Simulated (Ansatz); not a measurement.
**SnPb$_{5}$S$_{6}$ (P-3m1) at 2 levels of theory**

One geometry, relaxed with PBE; plane waves with PAW potentials in Ansatz, scalar-relativistic. No spin polarisation. Gaps are the least over mesh and band path; pressure is positive in compression.

```yaml
crystal:
  lattice:
    - [4.23064, 0.00000, 0.00000]
    - [-2.11532, 3.66384, 0.00000]
    - [0.00000, 0.00000, 20.73129]
  atoms:
    - { symbol: Sn, position: [0.00000, 0.00000, 0.00000] }
    - { symbol: Pb, position: [0.33333, 0.66667, 0.83614] }
    - { symbol: Pb, position: [0.66667, 0.33333, 0.66806] }
    - { symbol: Pb, position: [0.00000, 0.00000, 0.50000] }
    - { symbol: Pb, position: [0.33333, 0.66667, 0.33194] }
    - { symbol: Pb, position: [0.66667, 0.33333, 0.16386] }
    - { symbol: S, position: [0.66667, 0.33333, 0.92076] }
    - { symbol: S, position: [0.00000, 0.00000, 0.75217] }
    - { symbol: S, position: [0.33333, 0.66667, 0.58404] }
    - { symbol: S, position: [0.66667, 0.33333, 0.41596] }
    - { symbol: S, position: [0.00000, 0.00000, 0.24783] }
    - { symbol: S, position: [0.33333, 0.66667, 0.07924] }
```

| level | cutoff (eV) | k mesh | gap (eV) | pressure (GPa) |
| --- | --- | --- | --- | --- |
| PBE | 420 | 12×12×2 | 0.30 | 0.0 |

What comes out on the same cell with r2SCAN?

| level | cutoff (eV) | k mesh | gap (eV) | pressure (GPa) |
| --- | --- | --- | --- | --- |
| r2SCAN | 500 | 12×12×2 | 0.52 | -1.0 |

Spin-orbit coupling matters for the bands of heavy elements and is left out.

The structure comes from a generated guess; another structure or a mixture of phases may lie lower.
